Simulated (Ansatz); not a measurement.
As:
```yaml
crystal:
  lattice:
    - [3.62048, 0.00000, 0.00000]
    - [0.00000, 4.77250, 0.00000]
    - [0.00000, 0.00000, 31.00000]
  atoms:
    - { symbol: As, position: [0.00000, 0.57477, 0.46195] }
    - { symbol: As, position: [0.00000, 0.42523, 0.53805] }
    - { symbol: As, position: [0.50000, 0.92523, 0.46195] }
    - { symbol: As, position: [0.50000, 0.07477, 0.53805] }
```
Free-standing layer in the xy plane with vacuum along z and no interaction between images.

Relaxed with r²SCAN+D4. Plane-wave PAW r²SCAN+D4 (Ansatz code) gives a gap of 1.09 eV.

Task: What gap does HSE06 give on the same cell (Ansatz, PAW)?

Result: 1.46 eV, 0.37 eV more. The hybrid was solved on a coarser mesh and at special points; its gap is the smallest among all of these.

| k | v1 r²SCAN+D4 | c1 r²SCAN+D4 | v1 HSE06 | c1 HSE06 |
|---|---|---|---|---|
| Γ | 0.00 | 1.09 | 0.00 | 1.46 |
| X | -1.80 | 1.56 | (withheld) | (withheld) |
| S | -1.30 | 2.91 | (withheld) | (withheld) |
| Y | -0.71 | 1.95 | (withheld) | (withheld) |

Task: Top valence (v1) and lowest conduction level (c1) in eV from each method's valence maximum (which need not be a listed point): supply the withheld HSE06 values.

Result: 
- Y, v1 HSE06: -0.71
- Y, c1 HSE06: 2.28
- S, v1 HSE06: -1.39
- S, c1 HSE06: 3.34
- X, v1 HSE06: -1.92
- X, c1 HSE06: 1.89

Cost on shared cores: the r²SCAN+D4 run (SCF on a 10×8×1 mesh, then bands and DOS) about 7 core-minutes (a rough figure), the HSE06 run (SCF on 6×6×1, then a few points) about 40 core-minutes (a rough figure); the tasks are unlike.

Space group Pmna (puckered). The layer was cut from a bulk entry of the Materials Project (measured or hypothetical); whether that bulk phase is the ambient one, and whether the layer has been isolated, was not checked. Symmetry was held in the r²SCAN+D4 relaxation; whether a distortion lowers the energy is not shown. Spin–orbit coupling is left out wherever it is not named.

Potentials: the later of the program's two PAW sets.
